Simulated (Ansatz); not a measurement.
Relaxed-ion elastic tensor of Sb (A7 (α-As type), space group No. 166) in GPa (Voigt order), LDA in the plane-wave PAW code Ansatz; density 6.93 g/cm³, 29.19 Å³ per atom.

```
 97.9   29.7   29.5  -22.8    0.0    0.0
 29.7   97.9   29.5   22.8    0.0    0.0
 29.5   29.5   53.3    0.0    0.0    0.0
-22.8   22.8    0.0   40.2    0.0    0.0
  0.0    0.0    0.0    0.0   40.2  -22.8
  0.0    0.0    0.0    0.0  -22.8   34.1
```

Problem. Is the crystal mechanically stable?

Solution. Yes: the smallest eigenvalue of C is 14.2 GPa.

Problem. Work out the Voigt, Reuss and Hill averages.

Solution. K_V = 47.4, K_R = 43.6, K_H = 45.5; G_V = 33.6, G_R = 21.7, G_H = 27.6 GPa.

Problem. Give Young's modulus, Poisson's ratio, Pugh's ratio and the universal anisotropy index.

Solution. E = 9KG/(3K + G) = 69.0 GPa; ν = 0.25; K/G = 1.65 (brittle by the Pugh limit of 1.75); A_U = 5G_V/G_R + K_V/K_R − 6 = 2.84.

Problem. Estimate the sound speeds and the Debye temperature.

Solution. v_l = √((K + 4G/3)/ρ) = 3450 m/s, v_t = √(G/ρ) = 2000 m/s, mean 2220 m/s; Θ = (h/k)(3n/4πV)^(1/3) v_m = 214 K.

Problem. Solve the Christoffel equation for the three sound speeds along x, y, z.

Solution. Eigenvalues of C_ijkl n_j n_l equal ρv². In km/s, slowest first: x 1.43, 2.95, 3.76; y 2.16, 2.22, 3.91; z 2.41, 2.41, 2.77.

Problem. How much does each axis shrink under pressure?

Solution. Linear compressibilities β_i = Σ_j S_ij (j = 1 to 3): x 4.7, y 4.7, z 14 per TPa.

Space group R-3m (A7 (α-As type)). The cell was relaxed with LDA under the symmetry of its start; of distortions, only those at the zone centre were tested. As this level gives no gap, shear constants depend on the k-mesh and smearing (Fermi–Dirac, 0.1 eV here). Scalar-relativistic: spin–orbit coupling is off unless named, which matters more the heavier the elements.

Potentials: the earlier of the program's two PAW sets.
